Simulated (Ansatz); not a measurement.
Rocksalt alloy of SrO and BaO (10 of 32 Sr sites exchanged), 64 atoms

Ansatz, PAW, plane waves. PBEsol relaxation of volume and atoms (shape held) at the single k point (½, ½, ½); single points on the relaxed atoms at the Γ point alone, onto which points of the small cell's zone fold. Arrangement: quasirandom. No spin–orbit coupling unless named.

Relaxed structure:

```
O Ba Sr
1.0
    10.44161    0.00000    0.00000
     0.00000   10.44161    0.00000
     0.00000    0.00000   10.44161
O Ba Sr
32 10 22
Direct
  0.25722 0.00001 0.99879
  0.25291 0.99501 0.50148
  0.25340 0.50003 0.99497
  0.25772 0.50738 0.50788
  0.74174 0.00850 0.00154
  0.74601 0.00599 0.49960
  0.74647 0.49174 0.00591
  0.74175 0.49107 0.49333
  0.00077 0.25817 0.00011
  0.99108 0.24199 0.50043
  0.00940 0.74519 0.99891
  0.00859 0.75580 0.50201
  0.49966 0.25053 0.99892
  0.50401 0.24858 0.50193
  0.49234 0.74904 0.99312
  0.49334 0.75157 0.50806
  0.99894 0.99356 0.25687
  0.00178 0.99282 0.74428
  0.99296 0.50852 0.24382
  0.00808 0.50997 0.75684
  0.50086 0.00513 0.25153
  0.49878 0.00006 0.74962
  0.50538 0.49285 0.24895
  0.49509 0.49993 0.75154
  0.25813 0.24175 0.24218
  0.25821 0.24720 0.75733
  0.24455 0.75762 0.24884
  0.25116 0.75327 0.75186
  0.74240 0.24706 0.24888
  0.74074 0.24272 0.75188
  0.75662 0.75347 0.25023
  0.74934 0.75870 0.75053
  0.00146 0.99924 0.00043
  0.99979 0.50313 0.50041
  0.25330 0.24770 0.50172
  0.75033 0.75037 0.00030
  0.75007 0.75265 0.50057
  0.25113 0.50141 0.24773
  0.74764 0.49855 0.75166
  0.99713 0.24898 0.24915
  0.99974 0.24892 0.75147
  0.49895 0.75104 0.25033
  0.00008 0.99714 0.50058
  0.00241 0.50239 0.00007
  0.49857 0.00301 0.99877
  0.49955 0.00118 0.50211
  0.49852 0.49687 0.99859
  0.49987 0.49815 0.50229
  0.25527 0.24967 0.99877
  0.25095 0.75065 0.99729
  0.25106 0.75318 0.50400
  0.74426 0.24977 0.00177
  0.74470 0.24658 0.49876
  0.25212 0.99885 0.25014
  0.25360 0.99765 0.75060
  0.25348 0.50382 0.75338
  0.74766 0.00307 0.25186
  0.74581 0.00169 0.74908
  0.74777 0.49603 0.24853
  0.00167 0.75226 0.25026
  0.00590 0.75226 0.75061
  0.50182 0.24803 0.24851
  0.49960 0.24799 0.75204
  0.49570 0.75202 0.75071
```

Problem. What are the mean bond lengths by pair (pairs within 1.2 times the sum of covalent radii, less contacts 15 % beyond the pair's median; cation–cation pairs of compounds aside; long ionic contacts are cut short by that bound)?

Solution. Ba–O 2.677 ± 0.037 Å (standard deviation, 60 bonds); O–Sr 2.581 ± 0.047 Å (standard deviation, 132 bonds).

Problem. What gap lies between the top filled and the lowest empty level in the single points?

Solution. HSE06 3.74 eV (27 s on NVIDIA GB300).
